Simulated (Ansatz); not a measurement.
The start is a generated cell, CsSnI3 placed in the AFLOW prototype ABC3_hR10_167_a_b_e (as in LiNbO3). The cell and all atomic positions are relaxed at zero pressure with PBEsol (plane waves to 420 eV, PAW, scalar-relativistic; Ansatz, a program for electronic structure). First-step values are on the input's coarse k-mesh.

Ansatz input (later rounds restart from its end on a renewed k-mesh):
Ansatz 0.2 input:
```yaml
crystal:
  lattice:
    - [4.2856656, 2.4743302, 7.4867645]
    - [-4.2856656, 2.4743302, 7.4867645]
    - [0, -4.9486604, 7.4867645]
  atoms:
    - { symbol: Cs, position: [0.25, 0.25, 0.25] }
    - { symbol: Cs, position: [0.75, 0.75, 0.75] }
    - { symbol: Sn, position: [0, 0, 0] }
    - { symbol: Sn, position: [0.5, 0.5, 0.5] }
    - { symbol: I, position: [0.64243, 0.85757, 0.25] }
    - { symbol: I, position: [0.25, 0.64243, 0.85757] }
    - { symbol: I, position: [0.85757, 0.25, 0.64243] }
    - { symbol: I, position: [0.35757, 0.14243, 0.75] }
    - { symbol: I, position: [0.75, 0.35757, 0.14243] }
    - { symbol: I, position: [0.14243, 0.75, 0.35757] }
basis: { ecutwfc: 420, ecutrho_ratio: 4, xc_grid: 2, fft_grid_basis: typed }
kpoints: { mp_grid: { grid: [4, 4, 4] } }
hamiltonian:
  xc: pbesol
  dispersion: none
  pseudopotentials: { kind: paw }
scf: { occupations: { method: fermi_dirac, width: 0.05 } }
relax: { f_tol: 0.01, max_steps: 100, cell: { stress_tol: 0.02 } }
output: { forces: true, stress: true }
```

Largest initial force: 0.82 eV/Å, on I5, I6, I7, I8, I9, I10 (atoms numbered as listed)
Outcome: The space group stays R-3c (No. 167) (the run could not lower it), with 10 atoms in the primitive cell
Energy released: 0.11 eV/atom
Volume change: -4.4 %, from 47.63 to 45.55 Å³/atom
Shortest distances (start → end): The closest pairs of elements (up to four, under 3.6 Å), start → end: I–Sn 3.24 → 3.09 Å; Cs–I 3.36 → 3.88 Å
Band gap at the end: 0.41 eV, direct at Γ (no spin-orbit coupling)
Optimiser moves: 5

It ends as:

Space group R-3c, hexagonal axes (No. 167); a = b = 8.7240 Å, c = 20.7346 Å, α = β = 90.00°, γ = 120.00°

| atom | site | symmetry | x | y | z |
|---|---|---|---|---|---|
| Cs | 6a | 32 | 0.0000 | 0.0000 | 0.2500 |
| Sn | 6b | -3. | 0.0000 | 0.0000 | 0.0000 |
| I | 18e | .2 | 0.5549 | 0.5549 | 0.2500 |
(The calculation used a cell of 10 atoms; values per cell refer to that cell.)

Final values are on a 5×5×5 k-mesh of the relaxed cell. No spin polarisation in the result. Without spin-orbit coupling the bands of the heavy element are not split, so the gap can be far off.

The run could not lose the symmetry of its start: the end is stationary, and may be a saddle point rather than a minimum.

The relaxed structure here is a generated cell of CsSnI3: the first start was made by placing the elements on the sites of a structure type, and the end was not matched to a known phase here, so it may be hypothetical. Known forms of CsSnI3 include space group No. 62, 221.
